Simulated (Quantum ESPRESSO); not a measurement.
# Ga8P7As: one run as intended and one with a planted mistake

Simulated, not a measurement. The program is pw.x of Quantum ESPRESSO 7.5 (plane-wave density functional theory). The cell is made up: 16 atoms on a doubled zincblende/diamond lattice, with randomly drawn elements, strain and displacements, not relaxed. PseudoDojo standard norm-conserving files (v0.5 for PBE, v0.4.1 for LDA and PBEsol) set the functional; there is no spin polarisation, spin-orbit coupling or dispersion term, and the masses in the input are unused placeholders.

Intended input:

```
&control calculation='scf', pseudo_dir='./dojo.nc.sr.pbe.v0_5.standard.upf', outdir='./o', disk_io='low', tprnfor=.true., tstress=.true. /
&system ibrav=0, nat=16, ntyp=3, nbnd=83, ecutwfc=84.00895049, nosym=.true., tot_charge=0,
 occupations='smearing', smearing='fd', degauss=0.0018374661
/
&electrons conv_thr=7.350e-09, electron_maxstep=60, /
ATOMIC_SPECIES
As 1.0 As.upf
Ga 1.0 Ga.upf
P 1.0 P.upf
CELL_PARAMETERS angstrom
5.795 -0.0373 0.0032
-0.0373 5.6724 -0.0571
0.0065 -0.1141 11.5154
ATOMIC_POSITIONS angstrom
Ga 0.0115 0.0428 0.0003
Ga -0.0361 2.8116 2.891
Ga 2.887 -0.0531 2.875
Ga 2.9085 2.8596 -0.0111
Ga -0.0231 -0.0815 5.7473
Ga 0.0137 2.7612 8.597
Ga 2.9011 -0.1118 8.6386
Ga 2.8865 2.7921 5.7455
P 1.4261 1.3857 1.4136
P 1.3983 4.1818 4.3109
As 4.3428 1.3071 4.3253
P 4.3412 4.2219 1.3924
P 1.4416 1.349 7.1619
P 1.4462 4.1301 10.0043
P 4.332 1.3058 10.0874
P 4.3157 4.1528 7.1322
K_POINTS automatic
4 4 2 1 1 1
```

The log is shortened where brackets say so; the opening notice, blank lines, dates and the lines on written files are dropped, and the path of the files is cut. It prints rydbergs, bohrs and kilobars, and counts compression as positive stress. Where no state is partly filled, the Fermi energy that it prints is only some level between the filled and the empty states on the mesh, and need not lie in the true gap.

Log of the intended run:

```
     Program PWSCF v.7.5
     Parallel version (MPI & OpenMP), running on       4 processor cores
     Number of MPI processes:                 4
     Threads/MPI process:                     1
     [start-up lines left out]
     bravais-lattice index     =            0
     lattice parameter (alat)  =      10.9512  a.u.
     unit-cell volume          =    2554.0777 (a.u.)^3
     number of atoms/cell      =           16
     number of atomic types    =            3
     number of electrons       =       154.00
     number of Kohn-Sham states=           83
     kinetic-energy cutoff     =      84.0090  Ry
     charge density cutoff     =     336.0358  Ry
     scf convergence threshold =      7.3E-09
     mixing beta               =       0.7000
     number of iterations used =            8  plain     mixing
     Exchange-correlation= PBE
                           (   1   4   3   4   0   0   0)
     [axes and pseudopotential details left out]
   Cartesian axes
     site n.     atom                  positions (alat units)
         1        Ga     tau(   1) = (   0.0019844   0.0073855   0.0000518  )
         2        Ga     tau(   2) = (  -0.0062294   0.4851668   0.4988679  )
         3        Ga     tau(   3) = (   0.4981777  -0.0091629   0.4961070  )
         4        Ga     tau(   4) = (   0.5018877   0.4934496  -0.0019154  )
         5        Ga     tau(   5) = (  -0.0039861  -0.0140636   0.9917481  )
         6        Ga     tau(   6) = (   0.0023641   0.4764698   1.4834893  )
         7        Ga     tau(   7) = (   0.5006108  -0.0192921   1.4906678  )
         8        Ga     tau(   8) = (   0.4980914   0.4818019   0.9914375  )
         9        P      tau(   9) = (   0.2460863   0.2391149   0.2439293  )
        10        P      tau(  10) = (   0.2412892   0.7216070   0.7438844  )
        11        As     tau(  11) = (   0.7493890   0.2255518   0.7463692  )
        12        P      tau(  12) = (   0.7491129   0.7285266   0.2402711  )
        13        P      tau(  13) = (   0.2487610   0.2327820   1.2358500  )
        14        P      tau(  14) = (   0.2495548   0.7126857   1.7263315  )
        15        P      tau(  15) = (   0.7475254   0.2253275   1.7406712  )
        16        P      tau(  16) = (   0.7447127   0.7166028   1.2307250  )
     number of k points=    16  Fermi-Dirac smearing, width (Ry)=  0.0018
                       cart. coord. in units 2pi/alat
        k(    1) = (   0.1257680   0.1298101   0.1270276), wk =   0.1250000
        k(    2) = (   0.1258907   0.1272777  -0.1246223), wk =   0.1250000
     [further k points left out]
     Dense  grid:   265567 G-vectors     FFT dimensions: (  64,  64, 128)
     Estimated max dynamical RAM per process >     693.15 MB
     Estimated total dynamical RAM >       2.52 GB
     Initial potential from superposition of free atoms
     starting charge     153.9774, renormalised to     154.0000
     Starting wfcs are  109 randomized atomic wfcs
     total cpu time spent up to now is       12.2 secs
     per-process dynamical memory:   474.4 Mb
     Self-consistent Calculation
     iteration #  1     ecut=    84.01 Ry     beta= 0.70
     Davidson diagonalization with overlap
     ethr =  1.00E-02,  avg # of iterations =  3.1
     Threshold (ethr) on eigenvalues was too large:
     Diagonalizing with lowered threshold
     Davidson diagonalization with overlap
     ethr =  3.41E-04,  avg # of iterations =  2.6
     total cpu time spent up to now is       56.9 secs
     total energy              =   -1532.89691785 Ry
     estimated scf accuracy    <       0.53491049 Ry
     iteration #  2     ecut=    84.01 Ry     beta= 0.70
     Davidson diagonalization with overlap
     ethr =  3.47E-04,  avg # of iterations =  3.6
     total cpu time spent up to now is       79.6 secs
     total energy              =   -1533.01917650 Ry
     estimated scf accuracy    <       0.17620611 Ry
     [iterations 3 to 11 left out]
     iteration # 12     ecut=    84.01 Ry     beta= 0.70
     Davidson diagonalization with overlap
     ethr =  9.14E-11,  avg # of iterations =  2.0
     total cpu time spent up to now is      310.1 secs
     total energy              =   -1533.05700701 Ry
     estimated scf accuracy    <       0.00000002 Ry
     iteration # 13     ecut=    84.01 Ry     beta= 0.70
     Davidson diagonalization with overlap
     ethr =  1.27E-11,  avg # of iterations =  4.0
     total cpu time spent up to now is      333.9 secs
     End of self-consistent calculation
     [lines on levels left out]
     the Fermi energy is     6.5715 ev
!    total energy              =   -1533.05700702 Ry
     estimated scf accuracy    <          5.0E-10 Ry
     smearing contrib. (-TS)   =      -0.00000000 Ry
     internal energy E=F+TS    =   -1533.05700702 Ry
     The total energy is F=E-TS. E is the sum of the following terms:
     one-electron contribution =    -838.87219956 Ry
     hartree contribution      =     526.41711123 Ry
     xc contribution           =    -410.56539419 Ry
     ewald contribution        =    -810.03652450 Ry
     convergence has been achieved in  13 iterations
     Forces acting on atoms (cartesian axes, Ry/au):
     atom    1 type  2   force =    -0.00355149   -0.01030243   -0.01007032
     atom    2 type  2   force =     0.01192857    0.00340863   -0.02086038
     atom    3 type  2   force =    -0.01712596   -0.01470685   -0.01387042
     atom    4 type  2   force =    -0.00947259   -0.01025121   -0.00417437
     atom    5 type  2   force =     0.01773174   -0.00704569    0.01728467
     atom    6 type  2   force =    -0.00992467   -0.00750048   -0.00172988
     atom    7 type  2   force =    -0.00051877    0.00609660   -0.00364591
     atom    8 type  2   force =    -0.01581334   -0.00297853    0.00392114
     atom    9 type  3   force =     0.01036551    0.01326969    0.01038751
     atom   10 type  3   force =     0.01022773    0.00569715   -0.00860129
     atom   11 type  1   force =    -0.00729344    0.01380239   -0.00114528
     atom   12 type  3   force =     0.00041368    0.00310257    0.00829899
     atom   13 type  3   force =     0.00135022   -0.00657622    0.00513002
     atom   14 type  3   force =    -0.00211461    0.01018267    0.01293920
     atom   15 type  3   force =     0.00719919   -0.00031226   -0.00851386
     atom   16 type  3   force =     0.00659823    0.00411398    0.01465019
     Total force =     0.067392     Total SCF correction =     0.000074
     Computing stress (Cartesian axis) and pressure
          total   stress  (Ry/bohr**3)                   (kbar)     P=      -61.02
  -0.00045787   0.00005668   0.00001496          -67.36        8.34        2.20
   0.00005668  -0.00036033   0.00007731            8.34      -53.01       11.37
   0.00001496   0.00007731  -0.00042629            2.20       11.37      -62.71
     init_run     :     11.54s CPU     12.14s WALL (       1 calls)
     electrons    :    316.20s CPU    321.75s WALL (       1 calls)
     forces       :      4.77s CPU      4.89s WALL (       1 calls)
     stress       :     14.75s CPU     15.12s WALL (       1 calls)
     [timing details left out]
     PWSCF        :   5m47.42s CPU   5m54.25s WALL
     JOB DONE.
```

A second run has one planted mistake: two atoms have their elements exchanged. The input lines that differ, file-writing options aside:

```
- Ga -0.0231 -0.0815 5.7473
+ As -0.0231 -0.0815 5.7473
- As 4.3428 1.3071 4.3253
+ Ga 4.3428 1.3071 4.3253
```

Its log:

```
     Program PWSCF v.7.5
     Parallel version (MPI & OpenMP), running on       4 processor cores
     Number of MPI processes:                 4
     Threads/MPI process:                     1
     [start-up lines left out]
     bravais-lattice index     =            0
     lattice parameter (alat)  =      10.9512  a.u.
     unit-cell volume          =    2554.0777 (a.u.)^3
     number of atoms/cell      =           16
     number of atomic types    =            3
     number of electrons       =       154.00
     number of Kohn-Sham states=           83
     kinetic-energy cutoff     =      84.0090  Ry
     charge density cutoff     =     336.0358  Ry
     scf convergence threshold =      7.3E-09
     mixing beta               =       0.7000
     number of iterations used =            8  plain     mixing
     Exchange-correlation= PBE
                           (   1   4   3   4   0   0   0)
     [axes and pseudopotential details left out]
   Cartesian axes
     site n.     atom                  positions (alat units)
         1        Ga     tau(   1) = (   0.0019844   0.0073855   0.0000518  )
         2        Ga     tau(   2) = (  -0.0062294   0.4851668   0.4988679  )
         3        Ga     tau(   3) = (   0.4981777  -0.0091629   0.4961070  )
         4        Ga     tau(   4) = (   0.5018877   0.4934496  -0.0019154  )
         5        As     tau(   5) = (  -0.0039861  -0.0140636   0.9917481  )
         6        Ga     tau(   6) = (   0.0023641   0.4764698   1.4834893  )
         7        Ga     tau(   7) = (   0.5006108  -0.0192921   1.4906678  )
         8        Ga     tau(   8) = (   0.4980914   0.4818019   0.9914375  )
         9        P      tau(   9) = (   0.2460863   0.2391149   0.2439293  )
        10        P      tau(  10) = (   0.2412892   0.7216070   0.7438844  )
        11        Ga     tau(  11) = (   0.7493890   0.2255518   0.7463692  )
        12        P      tau(  12) = (   0.7491129   0.7285266   0.2402711  )
        13        P      tau(  13) = (   0.2487610   0.2327820   1.2358500  )
        14        P      tau(  14) = (   0.2495548   0.7126857   1.7263315  )
        15        P      tau(  15) = (   0.7475254   0.2253275   1.7406712  )
        16        P      tau(  16) = (   0.7447127   0.7166028   1.2307250  )
     number of k points=    16  Fermi-Dirac smearing, width (Ry)=  0.0018
                       cart. coord. in units 2pi/alat
        k(    1) = (   0.1257680   0.1298101   0.1270276), wk =   0.1250000
        k(    2) = (   0.1258907   0.1272777  -0.1246223), wk =   0.1250000
     [further k points left out]
     Dense  grid:   265567 G-vectors     FFT dimensions: (  64,  64, 128)
     Estimated max dynamical RAM per process >     693.15 MB
     Estimated total dynamical RAM >       2.52 GB
     Initial potential from superposition of free atoms
     starting charge     153.9774, renormalised to     154.0000
     Starting wfcs are  109 randomized atomic wfcs
     total cpu time spent up to now is       13.9 secs
     per-process dynamical memory:   474.4 Mb
     Self-consistent Calculation
     iteration #  1     ecut=    84.01 Ry     beta= 0.70
     Davidson diagonalization with overlap
     ethr =  1.00E-02,  avg # of iterations =  3.1
     Threshold (ethr) on eigenvalues was too large:
     Diagonalizing with lowered threshold
     Davidson diagonalization with overlap
     ethr =  3.80E-04,  avg # of iterations =  2.0
     total cpu time spent up to now is       64.2 secs
     total energy              =   -1532.65874924 Ry
     estimated scf accuracy    <       0.59678370 Ry
     iteration #  2     ecut=    84.01 Ry     beta= 0.70
     Davidson diagonalization with overlap
     ethr =  3.88E-04,  avg # of iterations =  8.6
     total cpu time spent up to now is       95.4 secs
     total energy              =   -1532.15647584 Ry
     estimated scf accuracy    <       3.76740825 Ry
     [iterations 3 to 12 left out]
     iteration # 13     ecut=    84.01 Ry     beta= 0.70
     Davidson diagonalization with overlap
     ethr =  7.36E-11,  avg # of iterations =  4.1
     total cpu time spent up to now is      379.2 secs
     total energy              =   -1532.87877978 Ry
     estimated scf accuracy    <       0.00000005 Ry
     iteration # 14     ecut=    84.01 Ry     beta= 0.70
     Davidson diagonalization with overlap
     ethr =  3.35E-11,  avg # of iterations =  3.1
     total cpu time spent up to now is      402.3 secs
     End of self-consistent calculation
     [lines on levels left out]
     the Fermi energy is     6.6378 ev
!    total energy              =   -1532.87877979 Ry
     estimated scf accuracy    <          4.9E-09 Ry
     smearing contrib. (-TS)   =      -0.00065795 Ry
     internal energy E=F+TS    =   -1532.87812184 Ry
     The total energy is F=E-TS. E is the sum of the following terms:
     one-electron contribution =    -831.39344974 Ry
     hartree contribution      =     522.73682893 Ry
     xc contribution           =    -410.47435527 Ry
     ewald contribution        =    -813.74714575 Ry
     convergence has been achieved in  14 iterations
     Forces acting on atoms (cartesian axes, Ry/au):
     atom    1 type  2   force =    -0.00856518   -0.00630624   -0.00494921
     atom    2 type  2   force =    -0.00367276   -0.01085029   -0.01754580
     atom    3 type  2   force =    -0.00063824    0.00194703   -0.01072861
     atom    4 type  2   force =    -0.00429215   -0.01458817    0.00011888
     atom    5 type  1   force =     0.01335149   -0.00041266    0.00705864
     atom    6 type  2   force =    -0.01674276   -0.01253358    0.00706428
     atom    7 type  2   force =     0.00534370    0.01127188    0.00549211
     atom    8 type  2   force =     0.00100765   -0.01820763   -0.02144138
     atom    9 type  3   force =     0.01601153    0.01606199    0.00234077
     atom   10 type  3   force =     0.00878548    0.00603241    0.00804740
     atom   11 type  2   force =    -0.01929496    0.02330797   -0.00676836
     atom   12 type  3   force =    -0.00246896   -0.00179214   -0.00134231
     atom   13 type  3   force =    -0.00002665   -0.00746356    0.01509618
     atom   14 type  3   force =     0.00186837    0.00654835    0.00565171
     atom   15 type  3   force =     0.00331193    0.00316423   -0.01504604
     atom   16 type  3   force =     0.00602149    0.00382043    0.02695174
     Total force =     0.075353     Total SCF correction =     0.000332
     Computing stress (Cartesian axis) and pressure
          total   stress  (Ry/bohr**3)                   (kbar)     P=      -49.51
  -0.00037576   0.00005947   0.00000753          -55.28        8.75        1.11
   0.00005947  -0.00029297   0.00007214            8.75      -43.10       10.61
   0.00000753   0.00007214  -0.00034104            1.11       10.61      -50.17
     init_run     :     13.05s CPU     13.54s WALL (       1 calls)
     electrons    :    381.54s CPU    388.43s WALL (       1 calls)
     forces       :      4.84s CPU      5.05s WALL (       1 calls)
     stress       :     15.05s CPU     15.40s WALL (       1 calls)
     [timing details left out]
     PWSCF        :   6m54.91s CPU   7m 3.06s WALL
     JOB DONE.
```

|  | intended run | run with the mistake |
| --- | --- | --- |
| free energy (eV) | -20858.303 | -20855.878 |
| smearing term -TS (eV) | 0.0000 | -0.0090 |
| pressure (GPa) | -6.10 | -4.95 |
| largest force component (eV/Å) | 0.536 | 0.693 |
| largest change of a force component (eV/Å) |  | 0.652 |
| iterations | 13 | 14 |

For scale, a rerun of the intended cell at a cutoff of 1437 eV and k mesh 6 x 6 x 4 moved values by no more than 0.023 eV in energy, 0.02 GPa in stress and 0.002 eV/Å in force.